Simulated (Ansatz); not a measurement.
Values for one crystal, relaxed and computed with r²SCAN+D4 in the plane-wave PAW code Ansatz; other levels are named.

| Quantity | Result |
|---|---|
| Volume per atom | 7.16 Å³ |
| Band gap | 1.58 eV (indirect) |
| Valence-band maximum | at T |
| Conduction-band minimum | off the standard path, at k = (0.323, 0.323, -0.258) |
| Smallest direct gap on the standard path | 1.99 eV |

Which compound is it?
A) I, molecular I2 type
B) B, α-B12
C) C, I4/mmm (C on 8h)
D) Te, trigonal Se type

B, B, α-B12

Space group R-3m (α-B12). The cell was relaxed with r²SCAN+D4 under the symmetry of its start.

Potentials: the later of the program's two PAW sets.
